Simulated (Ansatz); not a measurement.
TiW2C2O2, ordered double-metal MXene-type layer, relaxed and computed with two functionals in Ansatz (plane waves, PAW).

| functional | a (Å) | thickness (Å) |
|---|---|---|
| PBE | [?] | [?] |
| r²SCAN+D4 | 2.926 | 7.58 |

Task: Fill in the missing entries.

Result: 
- PBE, a (Å): 2.946
- PBE, thickness (Å): 7.62

All cells were relaxed under the symmetry of their starts (and spin orders); stability against distortions was not tested throughout. Rows with no word on spin ran without spin polarisation. No Hubbard U is applied. Spin–orbit coupling is left out wherever it is not named. Constructed layers (a layer type filled with these elements): TiW2C2O2, ordered double-metal MXene-type layer; TiW2C2O2, ordered double-metal MXene-type layer.

Potentials: the later of the program's two PAW sets.

Ansatz (a first-principles code) is a plane-wave DFT program.
